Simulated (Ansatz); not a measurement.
Relaxed-ion elastic tensor of Tl (simple cubic, Pm-3m) in GPa (Voigt order), plane-wave PAW PBE (Ansatz code); density 9.88 g/cm³, 34.37 Å³ per atom.

```
44.4  10.6  10.6   0.0   0.0   0.0
10.6  44.4  10.6   0.0   0.0   0.0
10.6  10.6  44.4   0.0   0.0   0.0
 0.0   0.0   0.0  -6.6   0.0   0.0
 0.0   0.0   0.0   0.0  -6.6   0.0
 0.0   0.0   0.0   0.0   0.0  -6.6
```

Question: Is the crystal mechanically stable?

Answer: No: the smallest eigenvalue of C is -6.6 GPa.

The cell is a constructed one: a structure type filled with these elements; neither database checked (COD, Materials Project) lists it. It is not the phase usual at ambient conditions (space group No. 194). The PBE relaxation kept the symmetry of its start. At this level the phase is mechanically unstable. As this level gives no gap, shear constants depend on the k-mesh and smearing (Fermi–Dirac, 0.1 eV here). Scalar-relativistic: spin–orbit coupling is off unless named, which matters more the heavier the elements.

Potentials: the later of the program's two PAW sets.
